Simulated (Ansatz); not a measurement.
## Sn (beta-Sn type, space group I4_1/amd): energy over volume and axial ratio

Sn (beta-Sn type, space group I4_1/amd)

Space group I4₁/amd, origin choice 1 (No. 141); a = 5.9470 Å, b = 5.9470 Å, c = 3.2123 Å, α = 90.00°, β = 90.00°, γ = 90.00°

```
atom  site  symmetry       x       y       z
----  ----  --------  ------  ------  ------
Sn      4a      -4m2  0.0000  0.0000  0.0000
```
(The calculation used a cell of 2 atoms; values per cell refer to that cell.)

The relaxed cell is deformed in two ways at once: its volume V is scaled, and at that volume it is stretched along z (the c axis of the conventional cell) so that c/a changes. Fractional atomic positions are held.

Method: PBE (plane waves to 420 eV, PAW, scalar-relativistic; Ansatz, a quantum-chemistry and plane-wave program). k mesh 16×16×16 (Γ-centred), Fermi-Dirac smearing 0.05 eV. Energies are smeared free energies. Stress and pressure are positive under compression. With partly filled bands, the response to shear is sensitive to the k mesh, so small differences along c/a are uncertain. Sn was relaxed with its symmetry unable to fall. The zero of ΔE is the relaxed starting cell.

ΔE (meV/atom), with V/V₀ across and (c/a)/(c/a)₀ down:

```
(c/a)/(c/a)₀ \ V/V₀  0.960  0.980  1.000  1.020  1.040
-------------------  -----  -----  -----  -----  -----
0.960                   15      9      7      8     12
0.980                    9      3      2      3      8
1.000                    7      2      0      2      6
1.020                    9      3      1      3      7
1.040                   14      7      5      6     11
```

σxx (GPa), with V/V₀ across and (c/a)/(c/a)₀ down:

```tsv
(c/a)/(c/a)₀ \ V/V₀	0.960	0.980	1.000	1.020	1.040
0.960	1.1	0.1	-0.9	-1.7	-2.4
0.980	1.6	0.5	-0.4	-1.3	-2.1
1.000	2.2	1.0	0.0	-0.9	-1.7
1.020	2.7	1.5	0.5	-0.5	-1.3
1.040	3.1	1.9	0.8	-0.1	-1.0
```

Derived quantities:

- Lowest place on the grid = V/V₀ = 1.000, (c/a)/(c/a)₀ = 1.000 (0 meV/atom)
- Highest place on the grid = V/V₀ = 0.960, (c/a)/(c/a)₀ = 0.960 (15 meV/atom)

(Under strain, the slope of the energy per volume gives the stress and its curvature an elastic modulus.)
